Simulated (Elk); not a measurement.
An Elk run on Ag with settings drawn from a wide range, so not all are converged; totals and levels move with the basis, and no second program has checked them. These are results of Elk 11.2.3 with local patches, DFT, Wu-Cohen GGA, all-electron APW+lo, Dirac cores, scalar-relativistic bands with second-variational spin-orbit coupling, not measurements. Elk's input is in atomic units.

Command: `OMP_NUM_THREADS=1 elk` The run took 0.03 s on 1 thread of Arm Neoverse N1 (shared host), peak memory 0.04 GiB.

```
tasks
  0
  110
  115
  10
  21

xctype
  26

rgkmax
  7

gmaxvr
  12

lmaxapw
  7

lmaxo
  6

lmaxi
  4

nrmtscf
  1.5

nempty
  8

epspot
  1e-06

epsengy
  1e-05

maxscl
  100

swidth
  0.008

stype
  0

lradstp
  2

mixtype
  3

hmaxvr
  4

tforce
  .false.

lorbcnd
  .true.

spinorb
  .true.

sppath
  './'

avec
  0.00000000000 3.80806626669 3.80806626669
  3.80806626669 0.00000000000 3.80806626669
  3.80806626669 3.80806626669 0.00000000000

atoms
  1
  'Ag.in'
  1
  0.000000000000 0.000000000000 0.000000000000   0.000 0.000 0.000

ngridk
  11 11 11

wplot
  120 100 1
  -0.55 0.3

plot1d
  8 30
  0.0000000000 0.0000000000 0.0000000000
  0.5000000000 0.0000000000 0.5000000000
  0.6250000000 0.2500000000 0.6250000000
  0.3750000000 0.3750000000 0.7500000000
  0.0000000000 0.0000000000 0.0000000000
  0.5000000000 0.5000000000 0.5000000000
  0.5000000000 0.2500000000 0.7500000000
  0.5000000000 0.0000000000 0.5000000000
```

Muffin-tin radii in the species files: Ag 2.52 bohr.

The cell comes from COD entry 1100136, which wasn't checked; take it as a given geometry. The listed cell was then made from it by scaling, straining or moving an atom.

Task: What does the run give?

Result: It refused before any iteration.
```
Error(init0): requested spin-polarised run with spin-unpolarised
 exchange-correlation functional
```
